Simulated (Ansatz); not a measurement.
Si$_{3}$N$_{4}$:
Space group Fd-3m, origin choice 1 (No. 227); a = b = c = 7.6913 Å, α = β = γ = 90.00°

| atom | site | symmetry | x | y | z |
|---|---|---|---|---|---|
| Si | 16c | .-3m | 0.1250 | 0.1250 | 0.1250 |
| Si | 8b | -43m | 0.5000 | 0.5000 | 0.5000 |
| N | 32e | .3m | 0.3676 | 0.3676 | 0.3676 |
(The calculation used a cell of 14 atoms; values per cell refer to that cell.)

Relaxed with LDA.

Task: Give the optical modes at the zone centre with their infrared and Raman activity from DFPT, LDA in the plane-wave PAW code Ansatz.

Result: Transverse frequencies, without the LO–TO term; a row sums one degenerate level.

| ω (cm⁻¹) | degeneracy | IR ((D/Å)²/amu) | Raman (Å⁴/amu) | activity |
|---|---|---|---|---|
| 316 | 3 | 0.00 | 0 | silent |
| 406 | 3 | 2.37 | 0 | IR |
| 414 | 3 | 0.00 | 0.69 | Raman |
| 452 | 2 | 0.00 | 0 | silent |
| 502 | 3 | 0.00 | 0 | silent |
| 519 | 2 | 0.00 | 23 | Raman |
| 614 | 3 | 328.69 | 0 | IR |
| 627 | 3 | 0.00 | 0 | silent |
| 726 | 3 | 0.00 | 5.9 | Raman |
| 730 | 3 | 22.35 | 0 | IR |
| 773 | 2 | 0.00 | 0 | silent |
| 782 | 1 | 0.00 | 0 | silent |
| 816 | 3 | 139.82 | 0 | IR |
| 840 | 3 | 0.00 | 32 | Raman |
| 945 | 1 | 0.00 | 0 | silent |
| 972 | 1 | 0.00 | 16 | Raman |

Task: How high does the top mode go among those that the LO–TO term moves?

Result: 1044 cm⁻¹ for q along x.

The LDA relaxation kept the symmetry of its start; phonons on a q-mesh show no instability.

Potentials: the later of the program's two PAW sets.
